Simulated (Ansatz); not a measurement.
Values for one crystal, relaxed and computed with plane-wave PAW r²SCAN (Ansatz code); other levels are named.

| Quantity | Result |
|---|---|
| Volume per atom | 18.05 Å³ |
| Electronic character | metallic (no gap) |
| Density of states at the Fermi level | 1.2 states/eV per atom (mean over ±0.08 eV) |
| Bulk modulus (Birch–Murnaghan fit) | 202 GPa |
| Gap with spin–orbit coupling | none (metallic) |
| Debye temperature from the elastic constants | 253 K |
| Mechanical stability | stable (all eigenvalues of C positive) |

Which compound is it?
(A) Y, bcc (W type)
(B) Cr, bcc (W type)
(C) Ta, bcc (W type)
(D) Bi, simple cubic

C, Ta, bcc (W type)

Space group Im-3m (bcc (W type)). Symmetry was held in the r²SCAN relaxation. The run is not spin-polarised. As this level gives no gap, shear constants depend on the k-mesh and smearing (Fermi–Dirac, 0.1 eV here). Spin–orbit coupling is left out wherever it is not named.

Potentials: the earlier of the program's two PAW sets.
